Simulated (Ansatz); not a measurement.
Relaxing a structure of Cr

The start is a generated trial cell of Cr in the AFLOW prototype A_oC8_64_f (A14, as in I). The cell and all atomic positions are relaxed at zero pressure with PBE (plane waves to 420 eV, PAW, scalar-relativistic; Ansatz, a first-principles code). The first steps use a coarse 12×12×5 k-mesh.

Initial structure:
```
Cr
1.0
    2.36697    -1.54936     0.00000
    2.36697     1.54936     0.00000
    0.00000     0.00000     6.51376
Cr
4
Direct
  0.84515   0.15485   0.11750
  0.15485   0.84515   0.88250
  0.34515   0.65485   0.38250
  0.65485   0.34515   0.61750
```
Spin-polarised start, with parallel moments on Cr.

Question: Does the structure survive the relaxation? Give the final space group.

Answer: The space group goes from Cmce (No. 64) to Im-3m (No. 229); the end is bcc (W type), with 1 atom in the primitive cell.

Question: How does the volume per atom move from start to end?

Answer: -3.3 %, from 11.94 to 11.55 Å³/atom.

Question: How do the shortest distances between atoms change?

Answer: The closest pairs of elements (up to four, under 3.6 Å), start → end: Cr–Cr 1.81 → 2.47 Å.

Question: What magnetic moments remain?

Answer: Zero (the starting moments vanished).

Question: Give the final cell and atomic positions.

Answer: 
Space group Im-3m (No. 229); a = b = c = 2.848 Å, α = β = γ = 90.00°

| atom | site | symmetry | x | y | z |
|---|---|---|---|---|---|
| Cr | 2a | m-3m | 0.0000 | 0.0000 | 0.0000 |
(The calculation used a cell of 1 atom; values per cell refer to that cell.)

Final values are on a 23×23×23 k-mesh of the relaxed cell. The start holds a very short contact (Cr–Cr 1.81 Å). No spin polarisation in the result: the starting moments vanished. A magnetic state may lie lower.

The run could not lose the symmetry of its start; a randomly shaken copy of 2 atoms returns to this structure.
